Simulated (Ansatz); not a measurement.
Ag₃Au (Cu3Au type, Pm-3m) at seven volumes, the program Ansatz at the PBEsol level (PAW), scaled uniformly. One row is withheld.

```
V (Å³/atom)  P (GPa)
-----------  -------
15.204         16.20
15.706          9.69
16.207          4.36
16.708          0.00
17.209             ?
17.711         -6.49
18.212         -8.87
```

Problem. Fit the shown pressures and predict the withheld one.

Solution. Third-order Birch–Murnaghan: P = (3/2)B₀(x^(7/2) − x^(5/2))[1 + (3/4)(B′ − 4)(x − 1)] with x = (V₀/V)^(2/3). Least squares on the six rows gives V₀ = 16.708 Å³/atom, B₀ = 131.5 GPa, B′ = 5.68. At V = 17.209, x = 0.9805 and P = -3.57 GPa. The run itself gave -3.57 GPa.

The workflow started from a Materials Project entry (that database holds measured and hypothetical structures alike); the Crystallography Open Database copy checked does not list it. Whether it is the stable phase at ambient conditions was not checked. The cell was relaxed with PBEsol under the symmetry of its start; its stability against distortions is not shown here. No spin polarisation was allowed. Scalar-relativistic: spin–orbit coupling is off unless named, which matters more the heavier the elements.

Potentials: the later of the program's two PAW sets.
